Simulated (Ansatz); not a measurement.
ZrIr:
```
CELL_PARAMETERS angstrom
      3.26838     0.00000     0.00000
      0.00000     3.26838     0.00000
      0.00000     0.00000     3.26838
ATOMIC_POSITIONS crystal
  Zr 0.50000 0.50000 0.50000
  Ir 0.00000 0.00000 0.00000
```

Relaxed with PBEsol. Special points in fractions of this cell's reciprocal vectors: Γ (0.000, 0.000, 0.000); X (0.000, 0.500, 0.000); M (0.500, 0.500, 0.000); R (0.500, 0.500, 0.500).

Task: List the band energies nearest the Fermi level at these points for PBEsol (plane waves, PAW; program Ansatz).

Result: In eV from the Fermi level; about four levels below and three above (degenerate sets whole), none deeper than 8.9 eV; points with the same levels are listed once.

```json
[
 {"k": "Γ", "below": "-5.58 -5.58 -2.42 -2.42 -2.42", "above": "1.44 1.44 4.56 4.56 4.56"},
 {"k": "X", "below": "-2.54 -2.54 -1.70 -1.42 -0.03", "above": "0.60 0.60 3.02"},
 {"k": "M", "below": "-3.93 -3.93 -0.61 -0.37", "above": "0.79 0.79 2.12"},
 {"k": "R", "below": "-2.52 -2.52 -2.52 -0.53 -0.53", "above": "3.00 4.85 4.85"}
]
```

Space group Pm-3m (CsCl type). The workflow started from an entry of the Crystallography Open Database (COD). Whether it is the stable phase at ambient conditions was not checked. The cell was relaxed with PBEsol under the symmetry of its start. At this level the phase is mechanically unstable. No spin polarisation was allowed. Scalar-relativistic: spin–orbit coupling is off unless named, which matters more the heavier the elements.

Potentials: the later of the program's two PAW sets.
